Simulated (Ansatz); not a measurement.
Ti2BiN:
```
Ti2BiN
1.0
    3.26643     0.00000     0.00000
   -1.63321     2.82881     0.00000
    0.00000     0.00000    12.99079
Ti Bi N
4 2 2
Direct
  0.33333   0.66667   0.57371
  0.66667   0.33333   0.42629
  0.66667   0.33333   0.07371
  0.33333   0.66667   0.92629
  0.33333   0.66667   0.25000
  0.66667   0.33333   0.75000
  0.00000   0.00000   0.00000
  0.00000   0.00000   0.50000
```

Relaxed with PBEsol. Special points in fractions of this cell's reciprocal vectors: Γ (0.000, 0.000, 0.000); M (0.500, 0.000, 0.000); K (0.333, 0.333, 0.000); A (0.000, 0.000, 0.500); L (0.500, 0.000, 0.500); H (0.333, 0.333, 0.500).

List the band energies nearest the Fermi level at these points for the program Ansatz at the PBEsol level (PAW).

In eV from the Fermi level; about four levels below and three above (degenerate sets whole), none deeper than 8.9 eV; points with the same levels are listed once.

```json
[
 {"k": "Γ", "below": "-0.48 -0.48 -0.48 -0.48", "above": "1.01 1.01 1.04"},
 {"k": "M", "below": "-3.26 -2.85 -1.93 -1.80", "above": "0.23 0.27 0.74"},
 {"k": "K", "below": "-2.97 -2.97 -1.09 -0.39 -0.39", "above": "0.25 0.25 0.55"},
 {"k": "A", "below": "-0.48 -0.48 -0.48 -0.48", "above": "1.16 1.16 1.16 1.16"},
 {"k": "L", "below": "-3.06 -3.06 -1.85 -1.85", "above": "0.25 0.25 0.62 0.62"},
 {"k": "H", "below": "-0.57 -0.57 -0.48 -0.48", "above": "0.56 0.56 1.55 1.55"}
]
```

Space group P6_3/mmc. The start of the workflow was typed in or built on a structure type; neither database checked (COD, Materials Project) lists it. Whether it is the stable phase at ambient conditions was not checked. The PBEsol relaxation kept the symmetry of its start; its stability against distortions is not shown here. The workflow began spin-polarised and lost its moments. Scalar-relativistic: spin–orbit coupling is off unless named, which matters more the heavier the elements.

Potentials: the later of the program's two PAW sets.
